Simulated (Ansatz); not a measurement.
Relaxed Cd (hcp, Mg type):

```yaml
crystal:
  lattice:
    - [5.92413, 0.00000, 0.00000]
    - [-1.48103, 2.56522, 0.00000]
    - [0.00000, 0.00000, 5.80108]
  atoms:
    - { symbol: Cd, position: [0.16667, 0.66667, 0.75000] }
    - { symbol: Cd, position: [0.66667, 0.66667, 0.75000] }
    - { symbol: Cd, position: [0.33333, 0.33333, 0.25000] }
    - { symbol: Cd, position: [0.83333, 0.33333, 0.25000] }
```

The atoms are displaced by Q × the pattern below (from a DFPT mode at M = (0.5, 0.0, 0.0), largest move 1; Q in Å), at fixed cell. (q is in reciprocal vectors of the primitive cell; the cell shown is doubled to hold the pattern.)

| atom | x | y | z |
|---|---|---|---|
| Cd1 | 0.500 | -0.866 | 0.000 |
| Cd2 | -0.500 | 0.866 | 0.000 |
| Cd3 | -0.500 | 0.866 | 0.000 |
| Cd4 | 0.500 | -0.866 | 0.000 |

The numbers are results of r2SCAN (plane waves to 500 eV, PAW, scalar-relativistic; Ansatz, a quantum-chemistry and plane-wave program), not measurements. k mesh 9×18×8 (Γ-centred), Fermi-Dirac smearing 0.05 eV. With partly filled bands, energies and forces of such displacements shift with the k mesh and the smearing. Cd was relaxed with its symmetry unable to fall. The PAW data are Ansatz's earlier set.

At one point of the scan the forces (eV/Å) are:

```tsv
atom	Fx	Fy	Fz
Cd1	0.072	-0.130	0.000
Cd2	-0.076	0.127	0.000
Cd3	-0.072	0.130	0.000
Cd4	0.076	-0.127	0.000
```

### Question
Which point is it?
A) Q = -0.030 Å
B) Q = -0.090 Å
C) Q = -0.120 Å
D) Q = -0.060 Å

### Answer
D, Q = -0.060 Å

(A displaced cell: forces are minus the slopes of the energy, force constants its curvatures, and phonons follow from these.)
